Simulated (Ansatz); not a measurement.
Ti (hcp (Mg type), space group No. 194) at seven volumes, DFT-PBEsol in the program Ansatz with PAW potentials, shape and atoms relaxed at each. One row is withheld.

```csv
V (Å³/atom),P (GPa)
15.217,13.28
15.718,8.24
16.220,3.84
16.722,0.00
17.223,-3.35
17.725,?
18.227,-8.81
```

### Question
Fit the shown pressures and predict the withheld one.

### Answer
P = (3/2)B₀(x^(7/2) − x^(5/2))[1 + (3/4)(B′ − 4)(x − 1)] with x = (V₀/V)^(2/3). Least squares on the six rows gives V₀ = 16.722 Å³/atom, B₀ = 119 GPa, B′ = 3.55. At V = 17.725, x = 0.9619 and P = -6.25 GPa. The run itself gave -6.27 GPa.

Space group P6_3/mmc (hcp (Mg type)). Symmetry was held in the PBEsol relaxation. The run is not spin-polarised.

Potentials: the later of the program's two PAW sets.
